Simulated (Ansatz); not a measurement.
With r²SCAN+D4 in the plane-wave PAW code Ansatz, Ge2Sb2Te5 in the trigonal phase (P3m1; Pearson symbol hP9) relaxes to a = 4.231 Å, c = 17.784 Å. Te on 1a has 6 nearest neighbours from 3.00 Å (octahedral); Sb on 1b has 6 nearest neighbours from 3.00 Å (octahedral); Te on 1c has 6 nearest neighbours from 3.14 Å (octahedral); Sb on 1a has 6 nearest neighbours from 2.98 Å (octahedral). Its formation energy from the elements is -0.082 eV/atom, with no fitted shifts.

It is gapped at this level: 0.25 eV (smallest direct gap 0.26 eV). The valence maximum lies at Γ and the conduction minimum on the K–Γ line, 94 % of the way from K (6 equivalent valleys).

The start of the workflow was typed in or built on a structure type; neither database checked (COD, Materials Project) lists it. It is not the phase usual at ambient conditions (space group No. 164). The r²SCAN+D4 relaxation kept the symmetry of its start; its stability against distortions is not shown here. The references are the lowest solids computed at this level, not always the standard phases. Scalar-relativistic: spin–orbit coupling is off unless named, which matters more the heavier the elements.

Potentials: the earlier of the program's two PAW sets.
